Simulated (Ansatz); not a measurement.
The calculation used DFT PBEsol, scalar-relativistic, plane waves, PAW in Ansatz 0.2.0.

Cutoff 420 eV; k points 12×12×4 on the computed 4-atom cell (Γ-centred); Gaussian smearing, width 0.10 eV; no spin polarisation.

```
CELL_PARAMETERS angstrom
3.34274 0.03454 -0.00214
-1.64145 2.84310 -0.00001
-0.00619 -0.00360 9.69140
ATOMIC_POSITIONS crystal
Zr 0.68552 0.34276 0.59907
Zr 0.27911 0.63955 0.40747
Br 0.67093 0.33546 0.16278
Br 0.36445 0.68222 0.83067
```

Question: Is this geometry at equilibrium? Which atom feels the largest force?

Answer: It isn't. Atom 2 (Zr) feels (0.02, 0.01, -8.28) eV/Å, 8.276 eV/Å in size.

Question: Give all forces and the stress.

Answer:
```json
{"atom": "Zr1", "Fx": "0.172", "Fy": "0.099", "Fz": "8.035"}
{"atom": "Zr2", "Fx": "0.021", "Fy": "0.012", "Fz": "-8.276"}
{"atom": "Br3", "Fx": "-0.159", "Fy": "-0.092", "Fz": "1.909"}
{"atom": "Br4", "Fx": "-0.034", "Fy": "-0.019", "Fz": "-1.668"}
```
Stress (GPa, compression positive):
```
8.09 1.61 1.04
1.61 6.23 0.60
1.04 0.60 6.53
```

The cell holds layers, and where no dispersion correction was added their binding is poorly described.